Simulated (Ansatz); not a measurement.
**Fitting the PBEsol energy curve of GdO**

It takes space group F-43m (No. 216, cubic). Conventional cell: a = 5.400 Å, b = 5.400 Å, c = 5.400 Å, α = 90.00°, β = 90.00°, γ = 90.00°. Around Gd (site symmetry -43m) lie 4 O at 2.34 Å. O (site symmetry -43m) has 4 Gd at 2.34 Å as nearest neighbours.

The cell was scaled at fixed shape and fractions and run with Ansatz, all-electron LAPW, scalar-relativistic; PBEsol, k mesh 9 × 9 × 9 on the cell of 2 atoms, fermi-dirac occupations of 0.05 eV, collinear spin, ferromagnetic start, no spin-orbit coupling. Energies are those that the program minimises, any entropy of the smearing included. For a metal such a mesh isn't converged to the digits shown. The magnetic state is the one that the start led to, which needn't be the lowest. Plain semilocal runs treat an open f shell poorly.

```csv
V (Å³/atom),energy over the lowest row (meV/atom)
18.5020,0.74
18.8957,0.00
19.2893,4.36
19.6830,13.30
20.0767,?
20.4703,43.12
20.8640,63.18
```

Problem. Fit the third-order Birch-Murnaghan form, give V0, B0 and B′, and predict the energy left open.

Solution. With y = (V0/V)^(2/3), E = E0 + (9 V0 B0/16) [(y - 1)³ B′ + (y - 1)² (6 - 4y)]. Least squares through the rows shown give V0 = 18.7519 Å³/atom, E0 = -0.35 meV, B0 = 102.9 GPa (1 eV/Å³ = 160.218 GPa) and B′ = 4.18, with a largest miss of 0.02 meV. At V = 20.0767 the form with these constants gives 26.36 meV; the run gave 26.37 meV an atom.
